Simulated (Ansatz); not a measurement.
SiC:
```cif
data_C2Si2
_chemical_formula_sum 'Si2 C2'
_space_group_name_H-M_alt 'P 1'
_space_group_IT_number 1
_cell_length_a 3.05634
_cell_length_b 3.05634
_cell_length_c 5.01605
_cell_angle_alpha 90.000
_cell_angle_beta 90.000
_cell_angle_gamma 120.000
loop_
_space_group_symop_operation_xyz
  'x, y, z'
loop_
_atom_site_label
_atom_site_type_symbol
_atom_site_fract_x
_atom_site_fract_y
_atom_site_fract_z
_atom_site_occupancy
Si1 Si 0.33333 0.66667 0.49960 1
Si2 Si 0.66667 0.33333 0.99960 1
C1 C 0.33333 0.66667 0.87540 1
C2 C 0.66667 0.33333 0.37540 1
```

Relaxed with the program Ansatz at the LDA level (PAW). Indices refer to the conventional cell of P6_3mc, a = 3.0563 Å, b = 3.0563 Å, c = 5.0161 Å, α = 90.00°, β = 90.00°, γ = 120.00°.

Question: Simulate the powder diffraction pattern (Cu Kα, λ = 1.54184 Å; lines above 1 %) up to 2θ = 90°.

Answer: Simulated powder pattern, Cu Kα, λ = 1.54184 Å (kinematic, ideal powder, no thermal factors, no anomalous dispersion; the 30 strongest lines at most, above 1 %, up to 2θ = 90°):

| 2θ (°) | d (Å) | I/Imax (%) | hkl |
|---|---|---|---|
| 33.87 | 2.647 | 74 | (1 0 -1 0) |
| 35.80 | 2.508 | 51 | (0002) |
| 38.45 | 2.341 | 100 | (1 0 -1 1) |
| 50.11 | 1.821 | 27 | (1 0 -1 2) |
| 60.59 | 1.528 | 45 | (1 1 -2 0) |
| 66.10 | 1.414 | 46 | (1 0 -1 3) |
| 71.26 | 1.323 | 6.9 | (2 0 -2 0) |
| 72.42 | 1.305 | 35 | (1 1 -2 2) |
| 74.09 | 1.280 | 16 | (2 0 -2 1) |
| 75.87 | 1.254 | 2.5 | (0004) |
| 82.39 | 1.170 | 6.2 | (2 0 -2 2) |
| 85.73 | 1.133 | 2.8 | (1 0 -1 4) |

Symmetry was held in the LDA relaxation; phonons on a q-mesh show no instability.

Potentials: the earlier of the program's two PAW sets.
